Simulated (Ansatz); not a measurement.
Here is the system:

La₅Si₄:
Space group P4₁2₁2 (No. 92); a = 8.0651 Å, b = 8.0651 Å, c = 15.6313 Å, α = 90.00°, β = 90.00°, γ = 90.00°

```csv
atom,site,symmetry,x,y,z
La,8b,1,0.0209,0.1246,0.1260
La,8b,1,0.4897,0.1188,0.0540
La,4a,..2,0.1927,0.1927,0.5000
Si,8b,1,0.0810,0.2884,0.3089
Si,8b,1,0.3052,0.3280,0.2048
```

This is the r²SCAN-relaxed structure.

Task: All from plane-wave PAW r²SCAN (Ansatz code), unless another level is named. Give the electronic character.

Result: metallic (no gap).

Task: Give the formation energy from the elements (no fitted shifts).

Result: -74 kJ/mol of atoms.

Task: Give the density of states at the Fermi level.

Result: 0.98 states/eV per atom (mean over ±0.08 eV).

Space group P4_12_12. The first step of the workflow began from a Materials Project structure, measured or hypothetical; the Crystallography Open Database files this formula in space group No. 92, but the cells were not matched. Its standing as an ambient phase is unchecked. The cell was relaxed with r²SCAN under the symmetry of its start; whether a distortion lowers the energy is not shown. The references are the lowest solids computed at this level, not always the standard phases. Spin–orbit coupling is left out wherever it is not named.

Potentials: the later of the program's two PAW sets.
